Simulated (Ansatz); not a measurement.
# Data sheet: ZrCu (DFT)

ZrCu:
```cif
data_CuZr
_chemical_formula_sum 'Zr1 Cu1'
_space_group_name_H-M_alt 'P 1'
_space_group_IT_number 1
_cell_length_a 3.19203
_cell_length_b 3.19203
_cell_length_c 3.19203
_cell_angle_alpha 90.000
_cell_angle_beta 90.000
_cell_angle_gamma 90.000
loop_
_space_group_symop_operation_xyz
  'x, y, z'
loop_
_atom_site_label
_atom_site_type_symbol
_atom_site_fract_x
_atom_site_fract_y
_atom_site_fract_z
_atom_site_occupancy
Zr1 Zr 0.50000 0.50000 0.50000 1
Cu1 Cu 0.00000 0.00000 0.00000 1
```

Space group Pm-3m (No. 221), CsCl type; conventional cell a = 3.1920 Å, b = 3.1920 Å, c = 3.1920 Å, α = 90.00°, β = 90.00°, γ = 90.00°.

Method: LDA (plane waves, PAW; program Ansatz). Geometry: relaxed at this level of theory. Other levels are named where they apply.

### Cell and energy

```json
{
 "volume_per_atom": "16.26 Å³",
 "density": "7.90 g/cm³",
 "Formation energy from the elements (no fitted shifts)": "-0.11 eV/atom"
}
```

### Electronic structure

```json
{
 "electronic_character": "metallic (no gap)",
 "Density of states at the Fermi level": "1.4 states/eV per atom (mean over ±0.08 eV)"
}
```

### Mechanics

```json
{
  "Bulk modulus (Birch–Murnaghan fit)": "141 GPa",
  "Pressure derivative B′": "4.2",
  "Elastic constants (relaxed ions, GPa)": "C11 = 160, C12 = 132, C44 = 46.6",
  "mechanical_stability": "stable (all eigenvalues of C positive)",
  "hill_bulk_and_shear_moduli": "141 and 28.8 GPa",
  "Young's modulus": "80.8 GPa",
  "Poisson's ratio": "0.40",
  "debye_temperature_from_the_elastic_constants": "254 K"
}
```

### Phonons

```json
{
 "highest_zone_centre_frequency": "164 cm⁻¹",
 "zone_centre_stability": "no imaginary mode at Γ"
}
```

The workflow started from a Materials Project entry (that database holds measured and hypothetical structures alike); the Crystallography Open Database copy checked does not list it. With Zr and Cu taken as one species the cell has the higher symmetry Im-3m, so it may be an ordered model of a mixed-site phase. Whether it is the stable phase at ambient conditions was not checked. The cell was relaxed with LDA under the symmetry of its start. No spin polarisation was allowed. As this level gives no gap, shear constants depend on the k-mesh and smearing (Fermi–Dirac, 0.1 eV here). As this level gives no gap, phonon frequencies hold no LO–TO term and depend on the k-mesh and smearing (Fermi–Dirac, 0.1 eV here). The references are the lowest solids computed at this level, not always the standard phases. Spin–orbit coupling is left out wherever it is not named.

Potentials: the later of the program's two PAW sets.
